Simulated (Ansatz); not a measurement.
HfOs:
Space group Pm-3m (No. 221); a = 3.2003 Å, b = 3.2003 Å, c = 3.2003 Å, α = 90.00°, β = 90.00°, γ = 90.00°

| atom | site | symmetry | x | y | z |
|---|---|---|---|---|---|
| Hf | 1a | m-3m | 0.0000 | 0.0000 | 0.0000 |
| Os | 1b | m-3m | 0.5000 | 0.5000 | 0.5000 |

This is the LDA-relaxed structure.

Q: All from LDA (plane waves, PAW; program Ansatz), unless another level is named. Predict the Hill bulk and shear moduli.

A: 252 and 126 GPa.

Q: And the highest zone-centre frequency?

A: 160 cm⁻¹.

Q: What about the elastic constants (relaxed ions, GPa)?

A: C11 = 446, C12 = 155, C44 = 115.

The workflow started from a Materials Project entry (that database holds measured and hypothetical structures alike); the Crystallography Open Database files this formula in space group No. 221, but the cells were not matched. Its standing as an ambient phase is unchecked. The cell was relaxed with LDA under the symmetry of its start; of distortions, only those at the zone centre were tested. The run is not spin-polarised. As this level gives no gap, shear constants depend on the k-mesh and smearing (Fermi–Dirac, 0.1 eV here). As this level gives no gap, phonon frequencies hold no LO–TO term and depend on the k-mesh and smearing (Fermi–Dirac, 0.1 eV here). Scalar-relativistic: spin–orbit coupling is off unless named, which matters more the heavier the elements.

Potentials: the later of the program's two PAW sets.
